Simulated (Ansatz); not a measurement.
CoAsRh:
```xyz
12
Lattice="5.9974 0.0000 0.0000 0.0000 3.7393 0.0000 0.0000 0.0000 6.9234" Properties=species:S:1:pos:R:3 pbc="T T T"
Co     5.1609     0.9348     0.4185
Co     3.8352     2.8045     3.8802
Co     2.1622     0.9348     3.0432
Co     0.8365     2.8045     6.5049
Rh     5.7801     0.9348     4.6197
Rh     3.2160     2.8045     1.1580
Rh     2.7814     0.9348     5.7654
Rh     0.2173     2.8045     2.3037
As     1.4186     0.9348     0.8793
As     1.5801     2.8045     4.3410
As     4.4172     0.9348     2.5823
As     4.5788     2.8045     6.0440
```
The run is spin-polarised; directions of the spins, atom by atom: ↑ ↑ ↑ ↑ 0 0 0 0 0 0 0 0.

Relaxed with r²SCAN. Special points in fractions of this cell's reciprocal vectors: Γ (0.000, 0.000, 0.000); X (0.500, 0.000, 0.000); S (0.500, 0.500, 0.000); Y (0.000, 0.500, 0.000); Z (0.000, 0.000, 0.500); U (0.500, 0.000, 0.500); R (0.500, 0.500, 0.500); T (0.000, 0.500, 0.500).

Problem. List the band energies nearest the Fermi level at these points for r²SCAN in the plane-wave PAW code Ansatz.

Solution. In eV from the Fermi level; about four levels below and three above (degenerate sets whole), none deeper than 8.9 eV; points with the same levels are listed once.

| k | below | above |
|---|---|---|
| Γ ↑ | -0.99 -0.85 -0.71 -0.42 | 0.26 0.39 1.97 |
| X ↑ | -0.99 -0.99 -0.88 -0.88 | 0.10 0.10 1.21 1.21 |
| S ↑ | -0.88 -0.88 -0.88 -0.88 | 0.80 0.80 0.80 0.80 |
| Y ↑ | -0.85 -0.85 -0.44 -0.44 | 0.75 0.75 1.09 1.09 |
| Z ↑ | -1.02 -1.02 -0.32 -0.32 | 0.89 0.89 1.31 1.31 |
| U ↑ | -0.85 -0.85 -0.05 -0.05 | 1.40 1.40 1.54 1.54 |
| R ↑ | -0.86 -0.86 -0.86 -0.86 | 1.46 1.46 1.46 1.46 |
| T ↑ | -0.57 -0.57 -0.43 -0.43 | 0.71 0.71 0.79 0.79 |
| Γ ↓ | -0.54 -0.48 -0.22 -0.03 | 0.17 0.39 0.51 |
| X ↓ | -0.67 -0.67 -0.50 -0.50 | 0.32 0.32 0.53 0.53 |
| S ↓ | -0.38 -0.38 -0.38 -0.38 | 0.10 0.10 0.10 0.10 |
| Y ↓ | -0.57 -0.57 -0.55 -0.55 | 0.02 0.02 0.29 0.29 |
| Z ↓ | -0.51 -0.51 -0.23 -0.23 | 0.15 0.15 0.28 0.28 |
| U ↓ | -0.45 -0.45 -0.08 -0.08 | 0.26 0.26 0.36 0.36 |
| R ↓ | -0.51 -0.51 -0.51 -0.51 | 0.38 0.38 0.38 0.38 |
| T ↓ | -0.63 -0.63 -0.49 -0.49 | 0.56 0.56 0.58 0.58 |

Space group Pnma. The workflow started from an entry of the Crystallography Open Database (COD). Whether it is the stable phase at ambient conditions was not checked. Symmetry was held in the r²SCAN relaxation; whether a distortion lowers the energy is not shown. Spin order of the final state: ferromagnetic, chosen from 3 collinear starts compared on coarse meshes (ties went to the first, and starts can fall back to one state), not a proven ground state. Other orbital occupations within this spin state were not tried. Scalar-relativistic: spin–orbit coupling is off unless named, which matters more the heavier the elements.

Potentials: the later of the program's two PAW sets.
